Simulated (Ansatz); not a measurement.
AlNi:
```cif
data_AlNi
_chemical_formula_sum 'Ni1 Al1'
_space_group_name_H-M_alt 'P 1'
_space_group_IT_number 1
_cell_length_a 2.86334
_cell_length_b 2.86334
_cell_length_c 2.86334
_cell_angle_alpha 90.000
_cell_angle_beta 90.000
_cell_angle_gamma 90.000
loop_
_space_group_symop_operation_xyz
  'x, y, z'
loop_
_atom_site_label
_atom_site_type_symbol
_atom_site_fract_x
_atom_site_fract_y
_atom_site_fract_z
_atom_site_occupancy
Ni1 Ni 0.00000 0.00000 0.00000 1
Al1 Al 0.50000 0.50000 0.50000 1
```

Relaxed with r²SCAN.

### Question
Which orbitals make up the states near the Fermi level in r²SCAN (plane waves, PAW; program Ansatz)?

### Answer
Within 0.5 eV of the Fermi level: Ni 3d 60 %, Al 3p 28 %. Projections are on Löwdin-orthogonalised atomic valence shells; empty p or d shells of many metals are not among them.

### Question
Tabulate the density of states.

### Answer
States/eV per cell of 2 atoms, in 0.25 eV bins, energy from the Fermi level.

```csv
E (eV),total,Ni 3d,Al 3p,Al 3s
-7.85,0.36,0.02,0.17,0.12
-7.60,0.39,0.03,0.17,0.14
-7.35,0.42,0.04,0.18,0.16
-7.10,0.44,0.05,0.19,0.16
-6.85,0.47,0.06,0.20,0.16
-6.60,0.50,0.09,0.21,0.16
-6.35,0.54,0.11,0.22,0.16
-6.10,0.59,0.15,0.23,0.17
-5.85,0.65,0.20,0.23,0.17
-5.60,0.68,0.24,0.23,0.16
-5.35,0.61,0.22,0.23,0.12
-5.10,0.62,0.23,0.24,0.10
-4.85,0.68,0.26,0.27,0.09
-4.60,0.78,0.32,0.30,0.08
-4.35,1.40,0.73,0.48,0.09
-4.10,1.80,1.06,0.56,0.08
-3.85,1.41,0.91,0.39,0.06
-3.60,1.65,1.16,0.41,0.04
-3.35,3.10,2.32,0.71,0.01
-3.10,2.45,1.92,0.48,0.00
-2.85,1.67,1.45,0.16,0.00
-2.60,3.17,2.86,0.17,0.00
-2.35,3.88,3.63,0.13,0.01
-2.10,7.49,7.03,0.27,0.01
-1.85,4.86,4.54,0.20,0.01
-1.60,2.41,2.19,0.14,0.01
-1.35,0.69,0.54,0.10,0.00
-1.10,0.49,0.39,0.07,0.00
-0.85,0.58,0.45,0.09,0.00
-0.60,1.92,1.53,0.28,0.02
-0.35,1.22,0.83,0.27,0.04
-0.10,0.89,0.52,0.25,0.04
0.15,0.71,0.37,0.24,0.04
0.40,0.60,0.27,0.23,0.04
0.65,0.51,0.21,0.21,0.04
0.90,0.44,0.16,0.19,0.03
1.15,0.37,0.12,0.17,0.03
1.40,0.31,0.09,0.15,0.02
1.65,0.28,0.07,0.12,0.02
1.90,0.34,0.08,0.10,0.02
2.15,0.45,0.09,0.09,0.03
2.40,0.62,0.12,0.11,0.08
2.65,0.82,0.17,0.18,0.13
2.90,0.81,0.17,0.20,0.17
3.15,0.81,0.16,0.22,0.21
3.40,0.76,0.14,0.23,0.19
3.65,0.72,0.13,0.24,0.18
3.90,0.68,0.11,0.24,0.17
4.15,0.70,0.10,0.25,0.18
4.40,0.70,0.09,0.25,0.18
4.65,0.69,0.08,0.24,0.18
```

Space group Pm-3m (CsCl type). Symmetry was held in the r²SCAN relaxation. The workflow began spin-polarised and lost its moments. The cell computed holds one magnetic atom, so no antiferromagnetic order was within reach.

Potentials: the later of the program's two PAW sets.
